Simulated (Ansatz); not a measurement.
Harmonic vibrational thermodynamics of Si in space group I4/mmm (No. 139; Si on 8h) at fixed volume, DFT-LDA in the program Ansatz with PAW potentials. The rows extrapolate the 0 K crystal and know nothing of melting or changes of phase.

| T (K) | F_vib (meV/atom) | S (J/K per mol of atoms) | C_V (J/K per mol of atoms) |
|---|---|---|---|
| 50 | 59.5 | 1.1 | 2.9 |
| 100 | 58.0 | ? | ? |
| 200 | 48.7 | 13.1 | 16.1 |
| 300 | 31.2 | 20.5 | 20.1 |
| 400 | ? | ? | 22.0 |
| 600 | -58.3 | 35.8 | 23.5 |
| 800 | ? | ? | 24.1 |
| 1000 | -234.2 | 48.1 | 24.4 |

Some entries are withheld; supply them.


- 400, F_vib (meV/atom): 6.8
- 400, S (J/K per mol of atoms): 26.5
- 800, F_vib (meV/atom): -140.0
- 800, S (J/K per mol of atoms): 42.7
- 100, C_V (J/K per mol of atoms): 8.1
- 100, S (J/K per mol of atoms): 4.8

The workflow started from a Materials Project entry (that database holds measured and hypothetical structures alike); the Crystallography Open Database copy checked does not list it. It is not the phase usual at ambient conditions (space group No. 227). Symmetry was held in the LDA relaxation; phonons on a q-mesh show no instability.

Potentials: the later of the program's two PAW sets.
